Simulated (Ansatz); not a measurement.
Run on YSe: DFT, LDA, all-electron LAPW, scalar-relativistic (Ansatz 0.2.0).

The cell comes from a relaxation on PAW files under the same functional, begun from a database entry that needn't be the ground state.

Command: `ansatz run input.yaml --threads 1 --pin off --max-ram 2048MiB --backend cpu --events-out ev --progress --plain --runs-dir out` It took 24 s on 1 thread of Arm Neoverse V1 (shared host), peak memory 0.32 GiB.

```yaml
crystal:
  lattice:
    - [0.0, 2.8206278025, 2.8206278025]
    - [2.8206278025, 0.0, 2.8206278025]
    - [2.8206278025, 2.8206278025, 0.0]
  atoms:
    - { symbol: "Y", position: [0.5, 0.5, 0.5] }
    - { symbol: Se, position: [0.0, 0.0, 0.0] }
kpoints:
  mp_grid: { grid: [9, 9, 9] }
  band_path:
    path:
      - [0.0, 0.0, 0.0]
      - [0.5, 0.0, 0.5]
      - [0.625, 0.25, 0.625]
      - [0.375, 0.375, 0.75]
      - [0.0, 0.0, 0.0]
      - [0.5, 0.5, 0.5]
      - [0.5, 0.25, 0.75]
      - [0.5, 0.0, 0.5]
    npoints: 14
scf:
  occupations: { method: fermi_dirac, width: 0.02 }
hamiltonian:
  xc: lda
  pseudopotentials: { kind: all_electron, lapw: { basis_error: 0.0005 } }
output:
  forces: true
  stress: true
  eigenvalues: true
  populations: true
```

Output:

```
Y: projections on atomic orbitals take those of the free atom 1s2 2s2 2p6 3s2 3p6 3d10 4s2 4p6 4d1 5s2, of charge +0.00 (hamiltonian.pseudopotentials.projection_atoms)
Se: projections on atomic orbitals take those of the free atom 1s2 2s2 2p6 3s2 3p6 3d10 4s2 4p4, of charge +0.00 (hamiltonian.pseudopotentials.projection_atoms)
LAPW: plane waves up to 7.637 Å⁻¹, error target 5.0e-4 eV per atom; small_component_spin mean_spin; Se in spheres of 1.402 Å, 24 of its electrons in bands, Dirac shells []; Y in spheres of 1.418 Å, 29 of its electrons in bands, Dirac shells [] (how accurate: hamiltonian.pseudopotentials.lapw.basis_error, Limitations)
Engine: ansatz 0.2.0
Pseudopotentials: kind: all_electron
Pseudopotential: Y, LAPW, valence charge 29, lapw/all_electron/scalar/gaussian/Y, Koelling and Harmon's equation, gaussian nucleus
Pseudopotential: Se, LAPW, valence charge 24, lapw/all_electron/scalar/gaussian/Se, Koelling and Harmon's equation, gaussian nucleus
Functional definition: SPW92
  exchange = slater_x
  correlation = pw_c
Crystal: 2 atoms, lattice volume = 44.881 Å³
Basis set: ecut = 222.22272803916198 eV, 331 PW (Γ), exchange–correlation at level 2
Bands: 32, of which v1, the nominal top of the filled ones, is band 27 counted from 1 (26 counted from 0)
Symmetry: 48 space group operations
Space group: Fm-3m (ITA 225), of the structure as read, at distance tolerance 3.6e-5 Å
k-points: 35 of 729
Non-local potential: Y, projectors of the file, none
Non-local potential: Se, projectors of the file, none
Initial density: superposition of atomic densities (chi_scale 0.1, normalization cell, long waves kept (reshape's long-wave potential 0.00 eV rms))
Initial wavefunctions: plane waves of lowest kinetic energy (no species holds an atomic orbital)
Functional: x = slater, c = lda
iter 1 solved again at ethr=6.01e-4 eV; its pass at ethr=1.00e-1 eV (dr2=3.19e-1 eV) is discarded
SCF iter   1: F=—  HF=-158060.244915 eV  |F-HF|=—  |Δ(HF+E_count)|=         —  Δρ=1.90e-2  dr2=3.19e-1  ethr=6.01e-4  ⟨swp⟩=2.5  Hψ=6850  notcnv=0
preconditioner: auto → Kerker (q_TF=auto, 2.805 Å⁻¹)  [metal: Δε(μ)=0.039 eV  Ē_g=9.864 eV  σ=0.020 eV  W_gap=0.41  n_scr=14 (ndim 8)  ℏωp=16.6 eV  f_vac=0.000  D(μ)=1.94/eV (n_scr^D=14)]
SCF iter   2: F=—  HF=-158060.170982 eV  |F-HF|=—  |Δ(HF+E_count)|=   7.39e-2  Δρ=1.25e-2  dr2=1.45e-1  ethr=6.01e-4  ⟨swp⟩=2.0  Hψ=3570  notcnv=0
SCF iter   3: F=—  HF=-158060.144387 eV  |F-HF|=—  |Δ(HF+E_count)|=   2.66e-2  Δρ=6.06e-3  dr2=3.64e-2  ethr=2.74e-4  ⟨swp⟩=2.0  Hψ=3559  notcnv=0
iter 4 solved again at ethr=8.26e-7 eV; its pass at ethr=6.87e-5 eV (dr2=4.38e-4 eV) is discarded
SCF iter   4: F=—  HF=-158060.140003 eV  |F-HF|=—  |Δ(HF+E_count)|=   4.38e-3  Δρ=1.06e-3  dr2=4.38e-4  ethr=8.26e-7  ⟨swp⟩=2.0  Hψ=5868  notcnv=0
SCF iter   5: F=—  HF=-158060.138657 eV  |F-HF|=—  |Δ(HF+E_count)|=   1.35e-3  Δρ=5.23e-4  dr2=8.30e-5  ethr=8.26e-7  ⟨swp⟩=2.0  Hψ=3386  notcnv=0
SCF iter   6: F=—  HF=-158060.138670 eV  |F-HF|=—  |Δ(HF+E_count)|=   1.34e-5  Δρ=1.92e-4  dr2=2.45e-5  ethr=1.57e-7  ⟨swp⟩=2.0  Hψ=3386  notcnv=0
SCF iter   7: F=—  HF=-158060.138670 eV  |F-HF|=—  |Δ(HF+E_count)|=   6.21e-7  Δρ=4.92e-5  dr2=1.18e-6  ethr=4.62e-8  ⟨swp⟩=2.0  Hψ=3386  notcnv=0
SCF iter   8: F=—  HF=-158060.138665 eV  |F-HF|=—  |Δ(HF+E_count)|=   4.81e-6  Δρ=1.73e-5  dr2=1.63e-7  ethr=2.22e-9  ⟨swp⟩=2.0  Hψ=3386  notcnv=0
SCF iter   9: F=-158060.138665 eV  HF=-158060.138665 eV  |F-HF|=4.74e-9  |Δ(HF+E_count)|=   2.59e-8  Δρ=7.72e-6  dr2=3.98e-8  ethr=3.08e-10  ⟨swp⟩=2.0  Hψ=3386  notcnv=0
SCF 1 converged in 9 iterations: F = -158060.138665 eV  dr2 = 3.98e-8
NSCF: frozen V_eff on 99 k-points
SCF converged after 9 iterations
Free energy (F): -158060.138665 eV
Harris-Foulkes:  -158060.138665 eV  (|F-HF|=4.74e-9)
Internal energy: -158060.136274 eV  (E = F + TS)
E sigma→0 (E₀):  -158060.137469 eV
Entropy (-TS):   -0.002392 eV (-1.196 meV/atom)
Fermi energy:    14.606151 eV
--- Per-component energies (eV) ---
  E_band       = -5189.726293
  E_kinetic    = 162448.621362
  E_xc         = -5192.892103
  E_electrostatic = -315315.865532  (all electrons and nuclei)
  E_smearing   = -0.002392  (= −TS)
  E_closure    = 0.000000  (closes the sum)
  E_atoms      = -158047.019932  (free atoms, spherical and without spin; not in F)
  Σ components = -158060.138665   (vs F -158060.138665, Δ=0.00e0)
  Basis errors (estimates in eV, not in F): energy 1.5e-4 per atom: plane waves 1.4e-4 (7.6e-5 summed), levels above the bands 4.2e-139, relativity 3.9e-9, radial functions 8.4e-6, core shells 8.9e-14; eigenvalues (radial functions only) 7.8e-7; not estimated: angular momenta, meshes, grids; target (lapw.basis_error) 5.0e-4; muffin-tin radii Se 1.402 Å, Y 1.418 Å
--- Forces (eV/Å), atoms counted from 1 ---
  atom   1  Y     -0.00000000    -0.00000000    -0.00000000
  atom   2  Se     0.00000000     0.00000000    -0.00000000
  max |Σ_I F_I| component: 3.55e-30 eV/Å
--- Stress (GPa, compression-positive) ---
        0.024152      -0.000000      -0.000000
       -0.000000       0.024152      -0.000000
       -0.000000      -0.000000       0.024152
  P = ⅓ Tr σ = 0.0242 GPa (0.242 kbar)
--- Band table (eV; the first three rows and the last of 35) ---
  k-point 0: bands = ["-348.2882", "-266.6855", "-266.6855", "-266.6855", "-193.6956", "-133.7338", "-133.7338", "-133.7338", "-131.9333", "-131.9333", "-131.9308", "-131.9308", "-131.9308", "-34.5088", "-34.5088", "-34.4953", "-34.4953", "-34.4953", "-28.7283", "-8.7461", "-8.7461", "-8.7461", "-0.7243", "11.6605", "11.6605", "11.6605", "14.3523", "14.3523", "14.3523", "15.1944", "15.1944", "15.5984"]
  k-point 1: bands = ["-348.2882", "-266.6855", "-266.6855", "-266.6855", "-193.6956", "-133.7338", "-133.7338", "-133.7338", "-131.9333", "-131.9333", "-131.9308", "-131.9308", "-131.9308", "-34.5088", "-34.5088", "-34.4953", "-34.4952", "-34.4952", "-28.7258", "-8.7913", "-8.7485", "-8.7485", "-0.5960", "10.8522", "11.2581", "11.2581", "14.5075", "14.5910", "14.5910", "15.8044", "15.8044", "16.3925"]
  k-point 2: bands = ["-348.2882", "-266.6855", "-266.6855", "-266.6855", "-193.6956", "-133.7338", "-133.7338", "-133.7338", "-131.9333", "-131.9333", "-131.9308", "-131.9308", "-131.9308", "-34.5088", "-34.5088", "-34.4952", "-34.4952", "-34.4952", "-28.7195", "-8.9024", "-8.7545", "-8.7545", "-0.2594", "9.4971", "10.5534", "10.5534", "14.7427", "15.1806", "15.1806", "17.2095", "17.2095", "17.9282"]
  k-point 34: bands = ["-348.2882", "-266.6855", "-266.6855", "-266.6855", "-193.6956", "-133.7338", "-133.7338", "-133.7338", "-131.9333", "-131.9333", "-131.9308", "-131.9308", "-131.9308", "-34.5095", "-34.5087", "-34.4952", "-34.4951", "-34.4948", "-28.6993", "-8.9528", "-8.9058", "-8.8523", "0.1597", "9.0887", "9.6561", "9.6583", "15.0409", "15.9455", "17.1316", "17.9232", "17.9516", "21.1817"]
--- Löwdin populations: 2 sites ---
  site symbol       q [e]
     0      Y     38.7601
     1     Se     34.1723
  spilling = 0.000926 (of n_electrons = 73.000000)
```

populations.tsv:

```
# site	symbol	l	j	q
# orbitals = lowdin
# n_electrons = 73.000000
# spilling = 0.000926
# projection_atom_Y: 1s2 2s2 2p6 3s2 3p6 3d10 4s2 4p6 4d1 5s2
# projection_atom_Se: 1s2 2s2 2p6 3s2 3p6 3d10 4s2 4p4
0	Y	0_1S	-	1.999997
0	Y	0_2S	-	1.999923
0	Y	0_3S	-	1.998505
0	Y	0_4S	-	1.969656
0	Y	0_5S	-	0.421344
0	Y	1_2P	-	5.999997
0	Y	1_3P	-	5.999931
0	Y	1_4P	-	5.987608
0	Y	2_3D	-	9.999963
0	Y	2_4D	-	2.383195
1	Se	0_1S	-	1.999986
1	Se	0_2S	-	1.999400
1	Se	0_3S	-	1.988244
1	Se	0_4S	-	1.628164
1	Se	1_2P	-	5.999987
1	Se	1_3P	-	5.997865
1	Se	1_4P	-	4.559921
1	Se	2_3D	-	9.998730
```
